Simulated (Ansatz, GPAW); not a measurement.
**ScF3: changing the Hubbard U on Sc d**

```
Sc F
1.0
     4.01245    0.00000    0.00000
     0.00000    4.01245    0.00000
     0.00000    0.00000    4.01245
Sc F
1 3
Direct
  0.00000 0.00000 0.00000
  0.00000 0.00000 0.50000
  0.00000 0.50000 0.00000
  0.50000 0.00000 0.00000
```

Kept alike: task band structure; functional PBEsol; k mesh 7 × 7 × 7; occupations fermi-dirac, width 0.05 eV; no spin polarisation. Program: Ansatz, Ansatz PAW, cutoff 420 eV. The mesh is that of the run's cell of 4 atoms. No spin-orbit coupling.

| Hubbard U on Sc d, U (eV) | band gap (eV) | pressure (GPa) |
| --- | --- | --- |
| 0 | 6.294 | 0.58 |
| 1 | 6.518 | 1.33 |
| 2 | 6.753 | 2.10 |
| 3 | 7.000 | ? |
| 4 | 7.258 | 3.71 |
| 5 | 7.528 | 4.55 |
| 6 | 7.649 | 5.42 |
| 8 | 7.561 | 7.21 |

Pressure is positive in compression, with a Pulay correction for the finite cutoff. U acts here on a shell without spin polarisation. How U acts hangs on the program's projectors. Gaps are the smaller of the mesh's and the band path's. All rows use potentials made for PBE. U is the effective U - J on orthogonalised atomic projectors. Double counting: fully localised limit (the default).

Problem. Fit the rows shown and predict the run at 3 eV.

Solution. A least-squares parabola through the rows shown is pressure = 0.0115 U² + 0.7368 U + 0.58 (largest miss 0.005); at U = 3 it gives 2.89 GPa. The run gave: pressure 2.89 GPa.
